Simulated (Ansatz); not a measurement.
Here is the system:

SiW:
```xyz
2
Lattice="3.0565 0.0000 0.0000 0.0000 3.0565 0.0000 0.0000 0.0000 3.0565" Properties=species:S:1:pos:R:3 pbc="T T T"
W      0.0000     0.0000     0.0000
Si     1.5282     1.5282     1.5282
```

This is the PBE-relaxed structure.

Q: All from PBE (plane waves, PAW; program Ansatz), unless another level is named. Give the electronic character.

A: metallic (no gap).

Q: Next, the formation energy from the elements (no fitted shifts)?

A: 0.13 eV/atom.

Q: And the density of states at the Fermi level?

A: 1.4 states/eV per atom (mean over ±0.08 eV).

Space group Pm-3m (CsCl type). A made-up cell: these elements were put on the sites of a structure type; neither database checked (COD, Materials Project) lists it. Whether it is the stable phase at ambient conditions was not checked. Symmetry was held in the PBE relaxation; whether a distortion lowers the energy is not shown. The run is not spin-polarised. The references are the lowest solids computed at this level, not always the standard phases. Spin–orbit coupling is left out wherever it is not named.

Potentials: the later of the program's two PAW sets.
